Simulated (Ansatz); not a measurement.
Input:

PtC (zinc blende, F-43m), a = b = c = 4.669 Å, α = β = γ = 90.00°; the cell used has 2 atoms.

This is the PBEsol-relaxed structure.

Question: All from plane-wave PAW PBEsol (Ansatz code), unless another level is named. Give the electronic character.

Answer: metallic (no gap).

Question: Predict the density of states at the Fermi level.

Answer: 0.42 states/eV per atom (mean over ±0.08 eV).

Question: Predict the formation energy from the elements (no fitted shifts).

Answer: 0.88 eV/atom.

Question: And the gap with spin–orbit coupling?

Answer: none (metallic).

The start of the workflow was typed in or built on a structure type; neither database checked (COD, Materials Project) lists it. Its standing as an ambient phase is unchecked. Symmetry was held in the PBEsol relaxation; whether a distortion lowers the energy is not shown. The run is not spin-polarised. Its formation energy is positive at this level, so the cell may be metastable or incomplete. The references are the lowest solids computed at this level, not always the standard phases. Scalar-relativistic: spin–orbit coupling is off unless named, which matters more the heavier the elements.

Potentials: the later of the program's two PAW sets.
